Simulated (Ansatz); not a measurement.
Hf5Sc in space group P-62m (No. 189; Hf on 3f, Hf on 2d, Sc on 1b), the program Ansatz at the PBE level (PAW), all energies at zero smearing, with the estimated change up to a 700 eV cutoff added, with one set of potentials and settings (totals compare only within such a set). Cell of 6 atoms (5 Hf, 1 Sc): -80742.713 eV.

| element | reference phase | E (eV/atom) |
|---|---|---|
| Hf | P6_3/mmc, 2 atoms in the cell | -15721.3637 |
| Sc | P6_3/mmc, 2 atoms in the cell | -2135.8097 |

Formation energy per atom, worked out: (-80742.713 − 5×(-15721.3637) − 1×(-2135.8097))/6 = -0.014 eV/atom (-1 kJ per mol of atoms), at 0 K, without zero-point energy or fitted corrections.

The workflow started from a Materials Project entry (that database holds measured and hypothetical structures alike); the Crystallography Open Database copy checked does not list it. With Hf and Sc taken as one species the cell has the higher symmetry P6_3/mmc, so it may be an ordered model of a mixed-site phase. Its standing as an ambient phase is unchecked. The PBE relaxation kept the symmetry of its start; its stability against distortions is not shown here. No spin polarisation was allowed. The references are the lowest solids computed at this level, not always the standard phases. Scalar-relativistic: spin–orbit coupling is off unless named, which matters more the heavier the elements.

Potentials: the later of the program's two PAW sets.
